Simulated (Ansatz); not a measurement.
A geometry of ZrO$_{2}$ away from equilibrium: the start of the relaxation of a generated cell, ZrO2 built in the alpha-cristobalite structure type. Method: r2SCAN (plane waves to 500 eV, PAW, scalar-relativistic; Ansatz, an electronic-structure program). Γ-centred k-mesh 4×4×3 on the run's cell (coarser than for final values), Fermi–Dirac smearing 0.05 eV.

```xyz
12
Lattice="5.6864 0.0000 0.0000 0.0000 5.6864 0.0000 0.0000 0.0000 7.9042" Properties=species:S:1:pos:R:3 pbc="T T T"
Zr     1.7326     1.7326     0.0000
Zr     4.5758     1.1106     5.9281
Zr     1.1106     4.5758     1.9760
Zr     3.9538     3.9538     3.9521
O      1.3539     0.6306     1.4433
O      4.1971     2.2126     4.4848
O      1.4893     3.4738     0.5327
O      4.3325     5.0558     5.3954
O      5.0558     4.3325     2.5088
O      2.2126     4.1971     3.4193
O      3.4738     1.4893     7.3714
O      0.6306     1.3539     6.4609
```

**Question.** Give the Cartesian forces on all atoms (eV/Å).

**Answer.** 
```tsv
atom	Fx	Fy	Fz
Zr1	-0.20	-0.20	0.00
Zr2	-0.20	0.20	0.00
Zr3	0.20	-0.20	0.00
Zr4	0.20	0.20	0.00
O5	-0.22	1.68	1.54
O6	-0.22	-1.68	-1.54
O7	0.22	1.68	-1.54
O8	0.22	-1.68	1.54
O9	-1.68	0.22	-1.54
O10	-1.68	-0.22	1.54
O11	1.68	0.22	1.54
O12	1.68	-0.22	-1.54
```

**Question.** What is the pressure?

**Answer.** +25.8 GPa, compression positive.

**Question.** How much energy per atom can still be gained by relaxing?

**Answer.** 0.32 eV/atom; the path ends in Fd-3m (No. 227) (AFLOW prototype A2B_cF24_227_c_a (C9, as in SiO2)).

No spin polarisation in the result.

The run could not lose the symmetry of its start: the end is stationary, and may be a saddle point rather than a minimum.

The end of the path is a generated cell of ZrO2: the first start was made by placing the elements on the sites of a structure type, and the end was not matched to a known phase here, so it may be hypothetical. Known forms of ZrO2 include space group No. 14, 137, 225.
